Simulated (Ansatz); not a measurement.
Relaxed Fe (bcc, W type):

```xyz
2
Lattice="-2.8318 2.8318 2.8318 1.4159 -1.4159 1.4159 1.4159 1.4159 -1.4159" Properties=species:S:1:pos:R:3 pbc="T T T"
Fe     0.0000     0.0000     0.0000
Fe    -1.4159     1.4159     1.4159
```

Scan: atom 1 (Fe, nearest neighbour Fe at 2.452 Å; its periodic images, 2.5 Å or more away, move with it) is displaced along Cartesian x, direction (1.000, 0.000, 0.000) in Cartesian axes, by s. The other atoms stay.

Method: PBE (plane waves to 420 eV, PAW, scalar-relativistic; Ansatz, a first-principles code). k mesh 9×18×18 (Γ-centred), Fermi-Dirac smearing 0.05 eV. The energy includes the smearing's −TS. With partly filled bands, energies and forces of such displacements shift with the k mesh and the smearing. On this mesh the relaxed cell isn't quite at rest: it carries a pressure of -0.2 GPa (compression positive) at the zero of the scan. Fe was relaxed with its symmetry unable to fall. Relaxed Fe ends ferromagnetic. Other magnetic orders were not checked, so this need not be the ground state. The zero of ΔE is the undisplaced structure. The last digit holds for this mesh only.

| s (Å) | ΔE (meV/cell) |
|---|---|
| -0.740 | 1060.4 |
| -0.592 | 724.6 |
| -0.444 | 435.0 |
| -0.296 | withheld |
| -0.148 | 53.1 |
| 0.000 | 0.0 |
| 0.148 | 53.1 |
| 0.296 | withheld |
| 0.444 | 435.0 |
| 0.592 | 724.6 |
| 0.740 | 1060.4 |

**Question.** Fit an even polynomial form (powers 2, 4, 6) to the given rows and predict ΔE at s = 0.296.

**Answer.** Least squares on the 9 given rows: ΔE = (2436)·s² + (-1301)·s⁴ + (709.0)·s⁶, in meV/cell with s in Å; root-mean-square residual 0.20 meV/cell. At 0.296 the fit gives 203.9 meV/cell; the calculation gives 202.5 meV/cell, so the interpolation is off by 1.4 (+0.7 %). The quadratic term alone would give 213.4 meV/cell.

(A displaced cell: forces are minus the slopes of the energy, force constants its curvatures, and phonons follow from these.)
